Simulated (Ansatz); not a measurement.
Crystals of one structure type (rock salt) and one family of elements, relaxed and computed with the program Ansatz at the PBE level (PAW).

| crystal | gap (eV) | electron conductivity mass (mₑ) |
|---|---|---|
| KI | 3.86 | 0.34 |
| RbBr | 4.19 | 0.39 |
| RbCl | 4.83 | 0.44 |
| LiBr | 4.91 | ? |
| NaF | 6.09 | 0.56 |
| LiCl | 6.26 | 0.47 |
| LiF | 8.83 | 0.86 |

Question: Fit a straight line to ln m* against ln E_g and predict the withheld value.

Answer: Least squares on the 6 shown rows: ln m* = 1.03 × ln E_g + (-2.468), with a scatter of 8 %. For LiBr this gives 0.44. The run itself gave 0.35, outside the scatter: the line misses something about this case.

All cells were relaxed under the symmetry of their starts (and spin orders); stability against distortions was not tested throughout. Scalar-relativistic: spin–orbit coupling is off unless named, which matters more the heavier the elements.

Potentials: the later of the program's two PAW sets.
